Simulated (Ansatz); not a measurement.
V3Si2Mo3:
```
V3Si2Mo3
1.0
    3.37699     1.94971     2.75619
   -3.37699     1.94971     2.75619
    0.00000    -3.89942     2.75619
V Si Mo
3 2 3
Cartesian
  2.52902   0.48098   2.75619
 -1.68105   1.94971   2.75619
 -0.84797  -2.43069   2.75619
  0.00000   0.00000   2.01170
  0.00000   0.00000   6.25688
  0.84263   1.45949   4.13429
 -1.68527   0.00000   4.13429
  0.84263  -1.45949   4.13429
```

This is the r²SCAN-relaxed structure.

Question: All from r²SCAN in the plane-wave PAW code Ansatz, unless another level is named. Give the electronic character.

Answer: metallic (no gap).

Question: What about the formation energy from the elements (no fitted shifts)?

Answer: -0.52 eV/atom.

Question: And the density of states at the Fermi level?

Answer: 0.38 states/eV per atom (mean over ±0.08 eV).

Space group R32. The workflow started from a Materials Project entry (that database holds measured and hypothetical structures alike); the Crystallography Open Database copy checked does not list it. With V and Mo taken as one species the cell has the higher symmetry Pm-3n, so it may be an ordered model of a mixed-site phase. Whether it is the stable phase at ambient conditions was not checked. The r²SCAN relaxation kept the symmetry of its start; whether a distortion lowers the energy is not shown. The run is not spin-polarised. The references are the lowest solids computed at this level, not always the standard phases. Spin–orbit coupling is left out wherever it is not named.

Potentials: the later of the program's two PAW sets.
